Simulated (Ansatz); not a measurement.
HfO$_{2}$:
```cif
data_Hf4O8
_chemical_formula_sum 'Hf4 O8'
_space_group_name_H-M_alt 'Fm-3m'
_space_group_IT_number 225
_space_group_name_Hall '-F 4 2 3'
_cell_length_a 5.09761
_cell_length_b 5.09761
_cell_length_c 5.09761
_cell_angle_alpha 90.000
_cell_angle_beta 90.000
_cell_angle_gamma 90.000
loop_
_atom_site_label
_atom_site_type_symbol
_atom_site_symmetry_multiplicity
_atom_site_Wyckoff_symbol
_atom_site_fract_x
_atom_site_fract_y
_atom_site_fract_z
_atom_site_occupancy
Hf1 Hf 4 a 0.00000 0.00000 0.00000 1
O1 O 8 c 0.25000 0.25000 0.25000 1
```
(The calculation used a cell of 3 atoms; values per cell refer to that cell.)

Relaxed with PBE. Independent-particle spectrum: no excitons, no local fields, no scissors shift; 0.1 eV broadening; ε₁ of the summed bands alone.

Tabulate the dielectric function from PBE in the plane-wave PAW code Ansatz.



| E (eV) | ε₁ xx | ε₂ xx |
|---|---|---|
| 0.0 | 5.30 | 0.00 |
| 0.4 | 5.31 | 0.00 |
| 0.8 | 5.34 | 0.00 |
| 1.2 | 5.40 | 0.00 |
| 1.6 | 5.49 | 0.00 |
| 2.0 | 5.60 | 0.00 |
| 2.4 | 5.76 | 0.00 |
| 2.8 | 5.96 | 0.00 |
| 3.2 | 6.24 | 0.00 |
| 3.6 | 6.64 | 0.00 |
| 4.0 | 7.27 | 0.00 |
| 4.4 | 8.82 | 0.20 |
| 4.8 | 9.29 | 2.82 |
| 5.2 | 7.67 | 4.77 |
| 5.6 | 6.99 | 3.27 |
| 6.0 | 7.43 | 3.47 |
| 6.4 | 8.16 | 4.76 |
| 6.8 | 7.30 | 5.74 |
| 7.2 | 7.63 | 6.13 |
| 7.6 | 6.59 | 8.41 |
| 8.0 | 4.12 | 9.72 |
| 8.4 | 3.61 | 9.15 |
| 8.8 | 1.03 | 10.14 |
| 9.2 | -1.17 | 11.67 |
| 9.6 | -3.21 | 6.68 |
| 10.0 | -2.42 | 4.78 |
| 10.4 | -1.52 | 3.85 |
| 10.8 | -1.11 | 3.78 |
| 11.2 | -1.00 | 3.36 |
| 11.6 | -1.61 | 4.42 |
| 12.0 | -2.16 | 2.93 |

With all bands, ε∞ without local fields is 5.49. DFPT, with local fields, gives 5.30.

This is a known high-temperature phase of the composition, computed here at zero pressure and temperature. The cell was relaxed with PBE under the symmetry of its start. At this level the phase is dynamically unstable (imaginary phonons). The run is not spin-polarised. Spin–orbit coupling is left out wherever it is not named.

Potentials: the later of the program's two PAW sets.
